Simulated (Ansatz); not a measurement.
This run works on a generated trial structure, not on a known crystal.

Input and command of a plane-wave DFT calculation in Ansatz:

```yaml
crystal:
  lattice:
    - [5.93285137, 0.0, 0.0]
    - [0.0, 5.93285137, 0.0]
    - [0.0, 0.0, 5.93285137]
  atoms:
    - { symbol: Cr, position: [0.5, 0.5, 0.5], spin: 3.0 }
    - { symbol: Pd, position: [0.0, 0.0, 0.0] }
    - { symbol: C, position: [0.18859478, 0.18859478, 0.18859478] }
    - { symbol: C, position: [0.18859478, 0.81140522, 0.81140522] }
    - { symbol: C, position: [0.81140522, 0.18859478, 0.81140522] }
    - { symbol: C, position: [0.81140522, 0.81140522, 0.18859478] }
    - { symbol: "N", position: [0.30245232, 0.30245232, 0.30245232] }
    - { symbol: "N", position: [0.30245232, 0.69754768, 0.69754768] }
    - { symbol: "N", position: [0.69754768, 0.30245232, 0.69754768] }
    - { symbol: "N", position: [0.69754768, 0.69754768, 0.30245232] }
basis:
  ecutwfc: 420
kpoints:
  mp_grid: { grid: [4, 4, 4] }
hamiltonian:
  xc: pbe
scf:
  occupations: { method: gaussian, width: 0.1 }
  lower_state_search: "off"
output:
  forces: true
  stress: true
  eigenvalues: true
  populations: true
magnetization:
  spin_polarized: true
relax:
  adjacent_minimum: "off"
  f_tol: 0.04
  max_steps: 70
  cell: { stress_tol: 0.4 }
```

```bash
ansatz run input.yaml --threads 1 --pin off --max-ram 2560MiB --backend cpu --events-out ev --progress --plain --runs-dir out
```

Processor: Arm Neoverse N1, 1 thread, on a host shared with other jobs.

How long does it run, and how much memory does it take?

About 4.8 min, peak memory 0.5 GiB. It solves 46 bands at 10 k points (after reduction by symmetry) with about 3887 plane waves (on the last cell), in 81 SCF iterations over 7 ionic steps.
